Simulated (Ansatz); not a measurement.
Relaxation of a relaxed CeO2 cell stretched uniformly to 115 % of its volume; 3 atoms in the cell, which starts as Fm-3m (No. 225), cF12; a = b = c = 5.7251 Å, α = β = γ = 90.00°. Computed with PBE (plane waves to 420 eV, PAW, scalar-relativistic; Ansatz, a program for electronic structure). Γ-centred k-mesh 7×7×7 on the run's cell (coarser than for final values), Fermi–Dirac smearing 0.05 eV. This is the first round of the run. 

The optimiser's lines from the output (shortened; P is positive under compression):

```
relax step   1: F+E_penalty+E_count = -7715.65497648 eV  Δ(F+E_penalty+E_count) = +0.000e0 eV  max|allowed force component| = 1.388e-17 eV/Å  Δτ_max = 0.0000 Å  P = -17.675 GPa  Ω = 46.912 Å³  (7 SCF iters, dr2 threshold 1.00e-7 eV, accepted)
relax step   2: F+E_penalty+E_count = -7716.04143857 eV  Δ(F+E_penalty+E_count) = -3.865e-1 eV  max|allowed force component| = 3.238e-17 eV/Å  Δτ_max = 0.0000 Å  P = +2.189 GPa  Ω = 40.362 Å³  (10 SCF iters, dr2 threshold 3.00e-7 eV, accepted)
relax step   3: F+E_penalty+E_count = -7716.04331710 eV  Δ(F+E_penalty+E_count) = -1.879e-3 eV  max|allowed force component| = 3.084e-17 eV/Å  Δτ_max = 0.0000 Å  P = -0.548 GPa  Ω = 40.992 Å³  (7 SCF iters, dr2 threshold 3.00e-7 eV, accepted)
relax step   4: F+E_penalty+E_count = -7716.04379782 eV  Δ(F+E_penalty+E_count) = -4.807e-4 eV  max|allowed force component| = 2.467e-17 eV/Å  Δτ_max = 0.0000 Å  P = -0.011 GPa  Ω = 40.865 Å³  (4 SCF iters, dr2 threshold 3.00e-7 eV, accepted)
relax step   5: F+E_penalty+E_count = -7716.03861067 eV  Δ(F+E_penalty+E_count) = +5.187e-3 eV  max|allowed force component| = 4.318e-17 eV/Å  Δτ_max = 0.0000 Å  P = -0.297 GPa  Ω = 40.865 Å³  stress off target by 2.97e-1 GPa  SCF on the basis re-selected at this cell (its energy is not comparable with the rows above)  (7 SCF iters)
relax step   6: F+E_penalty+E_count = -7716.03881854 eV  Δ(F+E_penalty+E_count) = -2.079e-4 eV  max|allowed force component| = 3.701e-17 eV/Å  Δτ_max = 0.0000 Å  P = +0.006 GPa  Ω = 40.794 Å³  (4 SCF iters, dr2 threshold 2.20e-7 eV, accepted)
relax step   7: F+E_penalty+E_count = -7716.03869734 eV  Δ(F+E_penalty+E_count) = +1.212e-4 eV  max|allowed force component| = 4.163e-17 eV/Å  Δτ_max = 0.0000 Å  P = +0.001 GPa  Ω = 40.794 Å³  stress off target by 7.38e-4 GPa  SCF on the basis re-selected at this cell (its energy is not comparable with the rows above)  (7 SCF iters)
```

From the first to the last row the energy changes by -0.13 eV/atom and the volume by -13.0 %. The last row is marked as not comparable with the walk above it, whose basis was carried along; it does compare with step 1, since both stand on a basis selected at the nominal cutoff for their own cell.

Later rounds, restarted from the end of this one on a renewed k-mesh, logged 2 more steps and released under 1 meV/atom more. The final structure after all rounds: Fm-3m (No. 225), cF12, fluorite type; a = 5.4645 Å, b = 5.4645 Å, c = 5.4645 Å, α = 90.00°, β = 90.00°, γ = 90.00°. Between re-selections the logged energies stand on a plane-wave basis carried along with the cell. No spin polarisation in the result. The d or f electrons are treated with no Hubbard U. The 4f state was not searched, so a lower electronic state may exist.

The run could not lose the symmetry of its start.

All atoms sit on sites fixed by symmetry, so only the cell could relax.
